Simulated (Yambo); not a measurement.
Data:

```xyz
2
Lattice="0.0000 3.0170 3.0170 3.0170 0.0000 3.0170 3.0170 3.0170 0.0000" Properties=species:S:1:pos:R:3 pbc="T T T"
Zn     3.0170     3.0170     3.0170
Te     4.5255     4.5255     4.5255
```

Workflow: PBE (stringent potentials; pw.x of Quantum ESPRESSO, ONCV potentials, scalar-relativistic), then G0W0 in Yambo (4×4×4 Γ-centred k mesh, bands 9 to 257 and a 15 Ry block in the screening, 257 bands in G with the Bruneval-Gonze terminator, plasmon pole fitted at 27.2 eV).

### Question
Give the PBE and G0W0 gaps between the band edges found on this mesh, and say where the edges lie.

### Answer
Edges: Γ → Γ. PBE: 1.41 eV; G0W0: 2.26 eV. Convergence of the G0W0 settings was not tested. Spin-orbit coupling is left out, which matters for elements this heavy: edges can move by tenths of an eV.

Geometry strained from the cell relaxed with PBEsol, atoms relaxed again.
